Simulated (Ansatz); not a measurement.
InP:
```xyz
8
Lattice="7.2018 0.0000 0.0000 0.0000 7.2018 0.0000 0.0000 0.0000 4.1868" Properties=species:S:1:pos:R:3 pbc="T T T"
In     2.3214     4.8803     0.0000
In     4.8803     2.3214     0.0000
In     5.9223     5.9223     2.0934
In     1.2795     1.2795     2.0934
P      2.2925     2.2925     0.0000
P      4.9093     4.9093     0.0000
P      1.3084     5.8934     2.0934
P      5.8934     1.3084     2.0934
```

This is the r²SCAN-relaxed structure. Cartesian axes are those of the cell as given.

Question: All from r²SCAN (plane waves, PAW; program Ansatz), unless another level is named. Estimate the Poisson's ratio.

Answer: 0.33.

Question: And the elastic constants (relaxed ions, GPa)?

Answer: C11 = 80.6, C12 = 54.3, C13 = 44.1, C33 = 124, C44 = 25.8, C66 = 26.6.

Space group P4_2/mnm. The start of the workflow was typed in or built on a structure type; neither database checked (COD, Materials Project) lists it. It is not the phase usual at ambient conditions (space group No. 216). The cell was relaxed with r²SCAN under the symmetry of its start; its stability against distortions is not shown here. The volume moved by 22 % from the start of the relaxation.

Potentials: the later of the program's two PAW sets.
